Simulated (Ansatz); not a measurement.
TiTe:
```cif
data_Te2Ti2
_chemical_formula_sum 'Te2 Ti2'
_space_group_name_H-M_alt 'P63/mmc'
_space_group_IT_number 194
_space_group_name_Hall '-P 6c 2c'
_cell_length_a 3.63921
_cell_length_b 3.63921
_cell_length_c 7.59883
_cell_angle_alpha 90.000
_cell_angle_beta 90.000
_cell_angle_gamma 120.000
loop_
_atom_site_label
_atom_site_type_symbol
_atom_site_symmetry_multiplicity
_atom_site_Wyckoff_symbol
_atom_site_fract_x
_atom_site_fract_y
_atom_site_fract_z
_atom_site_occupancy
Te1 Te 2 a 0.00000 0.00000 0.00000 1
Ti1 Ti 2 c 0.33333 0.66667 0.25000 1
```

Relaxed at zero pressure with plane-wave PAW r²SCAN (Ansatz code).

Question: The volume is raised by 9 % and shape and atoms relax at that volume. What pressure results, and how do the axes share the change?

Answer: -5.9 GPa; a 3.8 %, b 3.8 %, c 1.2 %; the energy rises by 39 meV/atom.

Question: Give the new structure.

Answer: 
Space group P6₃/mmc (No. 194); a = b = 3.776 Å, c = 7.692 Å, α = β = 90.00°, γ = 120.00°

```tsv
atom	site	symmetry	x	y	z
Te	2a	-3m.	0.0000	0.0000	0.0000
Ti	2c	-6m2	0.3333	0.6667	0.2500
```

The phase is kept; no other phase was compared at this pressure.

Space group P6_3/mmc (NiAs type). The workflow started from an entry of the Crystallography Open Database (COD). Its standing as an ambient phase is unchecked. Symmetry was held in the r²SCAN relaxation; its stability against distortions is not shown here. No spin polarisation was allowed. Scalar-relativistic: spin–orbit coupling is off unless named, which matters more the heavier the elements.

Potentials: the later of the program's two PAW sets.
